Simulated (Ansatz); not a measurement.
Ni: one input, then a changed one

The geometry is COD entry 9008476, unchecked; take it as a test cell.

First run: DFT, PBEsol, all-electron LAPW, scalar-relativistic (Ansatz 0.2.0).

Command: `ansatz run input.yaml --threads 1 --pin off --max-ram 3072MiB --backend cpu --events-out ev --progress --plain --runs-dir out` The run took 91 s on 1 thread of Arm Neoverse V1, on a shared host.

```yaml
crystal:
  lattice:
    - [0.0, 1.761935, 1.761935]
    - [1.761935, 0.0, 1.761935]
    - [1.761935, 1.761935, 0.0]
  atoms:
    - { symbol: Ni, position: [0.0, 0.0, 0.0], spin: 1.5 }
magnetization:
  spin_polarized: true
kpoints:
  mp_grid: { grid: [16, 16, 16] }
scf:
  occupations: { method: fermi_dirac, width: 0.05 }
hamiltonian:
  xc: pbesol
  pseudopotentials: { kind: all_electron, lapw: { basis_error: 0.001 } }
output:
  forces: true
  stress: true
relax:
  f_tol: 0.005
  max_steps: 80
  cell: {}
```

Result: converged; relaxed volume 10.373 Å³/atom; moment 0.59 μB; 32 SCF iterations in all.

The input is then changed:

```diff
@@ -9,7 +9,8 @@
   spin_polarized: true
 kpoints:
-  mp_grid: { grid: [16, 16, 16] }
+  mp_grid: { grid: [20, 20, 20] }
 scf:
   occupations: { method: fermi_dirac, width: 0.05 }
+  mixing: { preconditioner: kerker }
 hamiltonian:
   xc: pbesol
```

(1) Predict the outcome of the changed run.

Answers

(1) It converged; energy at zero smearing +0.2 meV/atom from the first run; relaxed volume 10.385 Å³/atom; moment 0.63 μB; 32 SCF iterations in all.
